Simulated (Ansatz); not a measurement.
AgW:
```yaml
crystal:
  lattice:
    - [3.21692, 0.00000, 0.00000]
    - [0.00000, 3.21692, 0.00000]
    - [0.00000, 0.00000, 3.21692]
  atoms:
    - { symbol: Ag, position: [0.00000, 0.00000, 0.00000] }
    - { symbol: W, position: [0.50000, 0.50000, 0.50000] }
```

Relaxed with PBE. Special points in fractions of this cell's reciprocal vectors: Γ (0.000, 0.000, 0.000); X (0.000, 0.500, 0.000); M (0.500, 0.500, 0.000); R (0.500, 0.500, 0.500).

### Question
List the band energies nearest the Fermi level at these points for plane-wave PAW PBE (Ansatz code).

### Answer
In eV from the Fermi level; about four levels below and three above (degenerate sets whole), none deeper than 8.9 eV; points with the same levels are listed once.

| k | below | above |
|---|---|---|
| Γ | -4.91 -4.91 -4.91 -0.81 -0.81 | 2.31 2.31 2.31 |
| X | -2.12 -2.10 -0.38 -0.38 | 1.66 3.39 13.10 |
| M | -5.69 -5.69 -3.96 -2.52 -0.26 | 0.06 0.06 1.87 1.87 |
| R | -3.93 -3.93 -3.09 -3.09 -3.09 | 3.19 3.19 4.86 |

Space group Pm-3m (CsCl type). The start of the workflow was typed in or built on a structure type; neither database checked (COD, Materials Project) lists it. Whether it is the stable phase at ambient conditions was not checked. Symmetry was held in the PBE relaxation; whether a distortion lowers the energy is not shown. No spin polarisation was allowed. Its formation energy is positive at this level, so the cell may be metastable or incomplete. Scalar-relativistic: spin–orbit coupling is off unless named, which matters more the heavier the elements.

Potentials: the earlier of the program's two PAW sets.
